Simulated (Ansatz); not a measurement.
# Data sheet: MoPO5 (DFT)

MoPO₅:
```
CELL_PARAMETERS angstrom
      6.20009     0.00000     0.00000
      0.00000     6.20009     0.00000
      0.00000     0.00000     4.28148
ATOMIC_POSITIONS crystal
  Mo 0.00000 0.50000 0.80439
  Mo 0.50000 0.00000 0.19561
  P  0.50000 0.50000 0.50000
  P  0.00000 0.00000 0.50000
  O  0.69319 0.55710 0.70700
  O  0.94290 0.19319 0.70700
  O  0.30681 0.44290 0.70700
  O  0.05710 0.80681 0.70700
  O  0.80681 0.94290 0.29300
  O  0.55710 0.30681 0.29300
  O  0.19319 0.05710 0.29300
  O  0.44290 0.69319 0.29300
  O  0.50000 0.00000 0.80401
  O  0.00000 0.50000 0.19599
```
The run is spin-polarised; directions of the spins, atom by atom: ↑ ↑ 0 0 0 0 0 0 0 0 0 0 0 0.

Space group P4/n (No. 85); conventional cell a = b = 6.2001 Å, c = 4.2815 Å, α = β = γ = 90.00°.

Method: the program Ansatz at the r²SCAN level (PAW). Geometry: relaxed at this level of theory. Other levels are named where they apply.

Cell and energy:

```yaml
volume_per_atom: 11.76 Å³
density: 4.18 g/cm³
Formation energy from the elements (no fitted shifts): -2.20 eV/atom
```

Electronic structure:

```yaml
band_gap: 1.26 eV (indirect)
valence_band_maximum: off the standard path, at k = (-0.104, -0.062, -0.500) in fractions of the reciprocal vectors
conduction_band_minimum: on the M–A line, 17 % of the way from M (2 equivalent valleys)
smallest_direct_gap_on_the_standard_path: 1.47 eV
```

Magnetism:

```yaml
magnetic_order: ferromagnetic
net_moment: 0.14 μB per atom
```

The first step of the workflow began from a Materials Project structure, measured or hypothetical; the Crystallography Open Database copy checked does not list it. Whether it is the stable phase at ambient conditions was not checked. The cell was relaxed with r²SCAN under the symmetry of its start; its stability against distortions is not shown here. Spin order of the final state: ferromagnetic, chosen from 2 collinear starts compared on coarse meshes (ties went to the first, and starts can fall back to one state), not a proven ground state. Other orbital occupations within this spin state were not tried. No Hubbard U is applied. Point labels and valley counts follow the cell and symmetry of the run, lower than the named group. The references are the lowest solids computed at this level, not always the standard phases (solids in place of the gases). Spin–orbit coupling is left out wherever it is not named.

Potentials: the later of the program's two PAW sets.
